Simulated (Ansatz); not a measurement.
MgO in space group P4_2/mnm (No. 136; Mg on 4g, O on 4f), DFT-PBE in the program Ansatz with PAW potentials. The conduction-band minimum lies at Γ, with 1 equivalent valley. Second derivatives d²E/dk² of the lowest band at one valley (eV·Å²), along Cartesian directions:

```
direction  d²E/dk²
---------  -------
[100]        21.89
[010]        21.89
[001]        20.87
[110]        21.89
[101]        21.38
[011]        21.38
```

Problem. Find the principal effective masses, the density-of-states mass and the conductivity mass.

Solution. Off-diagonal terms follow from H_xy = H[110] − (H_xx + H_yy)/2, and m*/mₑ = 7.620 eV·Å² over each eigenvalue: 0.35, 0.35, 0.37. One valley's DOS mass (m₁m₂m₃)^(1/3) = 0.35, conductivity mass 3/(Σ 1/mᵢ) = 0.35 mₑ.

Problem. What effective density of states Nc follows at 300 K for parabolic valleys?

Solution. Nc = 2.509e19 × 1 × (0.35)^(3/2) ≈ 5.2e18 cm⁻³.

The start of the workflow was typed in or built on a structure type; neither database checked (COD, Materials Project) lists it. It is not the phase usual at ambient conditions (space group No. 225). Symmetry was held in the PBE relaxation; its stability against distortions is not shown here.

Potentials: the later of the program's two PAW sets.

Edges and masses are those of Kohn–Sham bands, whose gap is no quasiparticle gap.
